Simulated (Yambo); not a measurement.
MgCO3: lowest vertical excitons

```
MgCO3
1.0
    2.31795     1.33827     4.97564
   -2.31795     1.33827     4.97564
    0.00000    -2.67654     4.97564
C O Mg
2 6 2
Cartesian
  0.00000   0.00000   3.73173
  0.00000   0.00000  11.19520
 -1.67353   0.22210   8.70738
  1.67353  -0.22210   6.21955
  0.64442  -1.56037   8.70738
 -0.64442   1.56037   6.21955
  1.02911   1.33827   8.70738
 -1.02911  -1.33827   6.21955
  0.00000   0.00000   0.00000
  0.00000   0.00000   7.46346
```

The geometry is that of Materials Project entry mp-5348, symmetrised and not relaxed again.

BSE in Yambo on LDA (pw.x of Quantum ESPRESSO, ONCV potentials, without SOC) bands: 4×4×4 mesh, 16 valence and 8 conduction bands, static screening with 66 bands and a 3 Ry block, scissor 3.41 eV, Tamm-Dancoff; field along x.

| state | energy (eV) | states within 2 meV | relative strength | class | main transitions |
|---|---|---|---|---|---|
| 1 | 5.65 | 1 | < 0.01 | dark | several band pairs |
| 2 | 5.68 | 1 | < 0.01 | dark | several band pairs |
| 3 | 6.92 | 2 | < 0.01 | dark | several band pairs |
| 4 | 6.97 | 2 | 1.00 | strong | several band pairs |
| 5 | 7.84 | 2 | 0.45 | weak | VB → CB (64 %) |
| 6 | 7.85 | 2 | < 0.01 | dark | VB → CB (66 %) |

These are vertical excitations (zero momentum); the indirect quasiparticle gap, about 8.48 eV, is smaller than the direct one (8.96 eV on the GW mesh). The direct quasiparticle gap on this mesh is 8.96 eV; counted from there, state 1 is bound by 3.31 eV. Convergence with the mesh was not shown.

Spin singlets only. Strengths are relative to the strongest of the lowest states of this run; strong means a line over 3 % of the spectrum's maximum, dark under 0.03 %. Absolute energies carry the error of the G0W0 scissor, whose convergence isn't established; the long-wavelength screening was taken along (1,1,1) although the crystal is anisotropic.
